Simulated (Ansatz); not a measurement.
Ti$_{4}$AlN$_{3}$:
Space group P6₃/mmc (No. 194); a = b = 2.9623 Å, c = 23.2668 Å, α = β = 90.00°, γ = 120.00°

```
atom  site  symmetry       x       y       z
----  ----  --------  ------  ------  ------
Ti      4f       3m.  0.3333  0.6667  0.0537
Ti      4e       3m.  0.0000  0.0000  0.1540
Al      2c      -6m2  0.3333  0.6667  0.2500
N       4f       3m.  0.6667  0.3333  0.1055
N       2a      -3m.  0.0000  0.0000  0.0000
```

Relaxed with PBEsol.

**Question.** Which orbitals make up the states near the Fermi level in PBEsol (plane waves, PAW; program Ansatz)?

**Answer.** Within 0.5 eV of the Fermi level: Ti 3d 86 %, N 2p 6 %. Projections are on Löwdin-orthogonalised atomic valence shells; empty p or d shells of many metals are not among them.

**Question.** Tabulate the density of states.

**Answer.** States/eV per cell of 16 atoms, in 0.25 eV bins, energy from the Fermi level.

| E (eV) | total | Ti 3d | N 2p | Al 3p |
|---|---|---|---|---|
| -7.85 | 1.31 | 0.19 | 0.35 | 0.17 |
| -7.60 | 3.03 | 0.65 | 1.25 | 0.22 |
| -7.35 | 3.92 | 0.88 | 1.69 | 0.27 |
| -7.10 | 5.34 | 1.24 | 2.45 | 0.35 |
| -6.85 | 8.39 | 1.96 | 4.56 | 0.26 |
| -6.60 | 8.47 | 1.92 | 4.88 | 0.21 |
| -6.35 | 5.22 | 1.08 | 2.91 | 0.24 |
| -6.10 | 12.58 | 2.38 | 8.24 | 0.27 |
| -5.85 | 4.30 | 1.01 | 2.49 | 0.18 |
| -5.60 | 12.47 | 3.34 | 7.41 | 0.54 |
| -5.35 | 22.00 | 6.93 | 13.61 | 0.37 |
| -5.10 | 18.16 | 5.95 | 11.28 | 0.27 |
| -4.85 | 15.51 | 4.64 | 9.64 | 0.43 |
| -4.60 | 10.60 | 3.15 | 6.51 | 0.34 |
| -4.35 | 7.32 | 2.05 | 4.33 | 0.34 |
| -4.10 | 5.89 | 1.58 | 3.32 | 0.39 |
| -3.85 | 7.09 | 1.73 | 4.14 | 0.43 |
| -3.60 | 3.50 | 0.87 | 1.80 | 0.29 |
| -3.35 | 1.85 | 0.49 | 0.87 | 0.19 |
| -3.10 | 1.23 | 0.33 | 0.58 | 0.13 |
| -2.85 | 1.11 | 0.40 | 0.04 | 0.41 |
| -2.60 | 1.99 | 1.12 | 0.11 | 0.51 |
| -2.35 | 5.56 | 2.30 | 0.53 | 2.01 |
| -2.10 | 5.35 | 2.65 | 0.33 | 1.69 |
| -1.85 | 4.20 | 2.32 | 0.21 | 1.14 |
| -1.60 | 5.59 | 3.29 | 0.26 | 1.44 |
| -1.35 | 8.73 | 5.44 | 0.32 | 2.25 |
| -1.10 | 7.81 | 5.49 | 0.67 | 1.16 |
| -0.85 | 7.83 | 6.19 | 0.67 | 0.53 |
| -0.60 | 7.76 | 6.51 | 0.48 | 0.37 |
| -0.35 | 5.34 | 4.70 | 0.20 | 0.19 |
| -0.10 | 3.25 | 3.00 | 0.11 | 0.05 |
| 0.15 | 3.25 | 2.83 | 0.23 | 0.10 |
| 0.40 | 7.81 | 6.43 | 0.74 | 0.34 |
| 0.65 | 9.41 | 7.71 | 0.95 | 0.36 |
| 0.90 | 11.12 | 9.28 | 1.07 | 0.29 |
| 1.15 | 12.99 | 10.82 | 1.02 | 0.45 |
| 1.40 | 12.88 | 10.86 | 1.01 | 0.38 |
| 1.65 | 18.21 | 15.91 | 1.38 | 0.33 |
| 1.90 | 19.63 | 17.52 | 1.26 | 0.23 |
| 2.15 | 23.52 | 20.64 | 1.87 | 0.36 |
| 2.40 | 25.45 | 21.90 | 2.55 | 0.33 |
| 2.65 | 12.69 | 10.85 | 1.33 | 0.14 |
| 2.90 | 9.20 | 7.09 | 0.97 | 0.67 |
| 3.15 | 14.65 | 11.27 | 1.36 | 1.07 |
| 3.40 | 9.37 | 6.55 | 1.03 | 0.83 |
| 3.65 | 11.88 | 7.85 | 1.22 | 0.78 |
| 3.90 | 9.96 | 6.59 | 1.12 | 0.53 |
| 4.15 | 17.32 | 11.13 | 2.68 | 0.59 |

Space group P6_3/mmc. The workflow started from a Materials Project entry (that database holds measured and hypothetical structures alike); the Crystallography Open Database files this formula in space group No. 194, but the cells were not matched. Its standing as an ambient phase is unchecked. The PBEsol relaxation kept the symmetry of its start; its stability against distortions is not shown here. The run is not spin-polarised.

Potentials: the later of the program's two PAW sets.
